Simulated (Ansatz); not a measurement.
# Property card for HfGe2

HfGe2:
```xyz
6
Lattice="1.8709 -7.3224 0.0000 1.8709 7.3224 0.0000 0.0000 0.0000 3.7102" Properties=species:S:1:pos:R:3 pbc="T T T"
Hf     1.8709     5.7862     2.7827
Hf     1.8709    -5.7862     0.9276
Ge     1.8709     0.8885     2.7827
Ge     1.8709    -0.8885     0.9276
Ge     1.8709     3.6570     0.9276
Ge     1.8709    -3.6570     2.7827
```

Space group Cmcm (No. 63); conventional cell a = 3.742 Å, b = 14.645 Å, c = 3.710 Å, α = β = γ = 90.00°.

Method: LDA in the plane-wave PAW code Ansatz. Geometry: relaxed at this level of theory. Other levels are named where they apply.

Cell and energy:

- Volume per atom: 16.94 Å³
- Density: 10.58 g/cm³
- Formation energy from the elements (no fitted shifts): -0.58 eV/atom

Electronic structure:

- Electronic character: metallic (no gap)
- Density of states at the Fermi level: 0.25 states/eV per atom (mean over ±0.08 eV)

Mechanics:

- Bulk modulus (Birch–Murnaghan fit): 1290 kbar
- Pressure derivative B′: 4.3

The first step of the workflow began from a Materials Project structure, measured or hypothetical; the Crystallography Open Database files this formula in space group No. 63, but the cells were not matched. Whether it is the stable phase at ambient conditions was not checked. The cell was relaxed with LDA under the symmetry of its start; its stability against distortions is not shown here. No spin polarisation was allowed. The references are the lowest solids computed at this level, not always the standard phases. Scalar-relativistic: spin–orbit coupling is off unless named, which matters more the heavier the elements.

Potentials: the later of the program's two PAW sets.
